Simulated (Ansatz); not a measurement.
Polymorphs of NbIr, each relaxed with plane-wave PAW PBEsol (Ansatz code):

A: Pmma
a = 4.5581 Å, b = 2.8182 Å, c = 4.8719 Å, α = 90.00°, β = 90.00°, γ = 90.00°

```
atom  site  symmetry       x       y       z
----  ----  --------  ------  ------  ------
Ir      2e       mm2  0.7500  0.0000  0.1864
Nb      2f       mm2  0.2500  0.5000  0.3079
```

B: rock salt (Fm-3m)
a = b = c = 5.2135 Å, α = β = γ = 90.00°

```json
[
 {"atom": "Ir", "site": "4a", "symmetry": "m-3m", "x": "0.0000", "y": "0.0000", "z": "0.0000"},
 {"atom": "Nb", "site": "4b", "symmetry": "m-3m", "x": "0.5000", "y": "0.5000", "z": "0.5000"}
]
```

Order them by energy per atom at 0 K (lowest first) at the level PBEsol.

A (+0 meV/atom), B (+643 meV/atom)

Built on a structure type that need not be the filed one of that space group: A. Typed or built starts, not in the databases checked: B. Standing as an ambient phase not checked: A. Unstable at this level: B. All cells were relaxed under the symmetry of their starts (and spin orders); stability against distortions was not tested throughout. Rows with no word on spin ran without spin polarisation. Scalar-relativistic: spin–orbit coupling is off unless named, which matters more the heavier the elements.

Energies hold the estimated change up to a 700 eV cutoff; steps of a few meV lie near the error of the meshes.

Potentials: the later of the program's two PAW sets.
